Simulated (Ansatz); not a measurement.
Polymorphs of BeS, each relaxed with plane-wave PAW PBE+D3(BJ) (Ansatz code):

A: P6_422
a = b = 3.4060 Å, c = 7.7183 Å, α = β = 90.00°, γ = 120.00°

| atom | site | symmetry | x | y | z |
|---|---|---|---|---|---|
| Be | 3c | 222 | 0.5000 | 0.0000 | 0.0000 |
| S | 3d | 222 | 0.5000 | 0.0000 | 0.5000 |

B: P4/nmm
a = b = 3.4374 Å, c = 5.1883 Å, α = β = γ = 90.00°

| atom | site | symmetry | x | y | z |
|---|---|---|---|---|---|
| Be | 2b | -4m2 | 0.5000 | 0.5000 | 0.5000 |
| S | 2c | 4mm | 0.0000 | 0.5000 | 0.2647 |

**Question.** Rank these by energy per atom at 0 K (lowest first), as PBE+D3(BJ) gives it.

**Answer.** B (+0 meV/atom), A (+106 meV/atom)

**Question.** Give each one's gap.

**Answer.** A 2.59 eV; B 3.18 eV.

Typed or built starts, not in the databases checked: A; B. All cells were relaxed under the symmetry of their starts (and spin orders); stability against distortions was not tested throughout.

Energies hold the estimated change up to a 700 eV cutoff; steps of a few meV lie near the error of the meshes.

Potentials: the earlier of the program's two PAW sets.
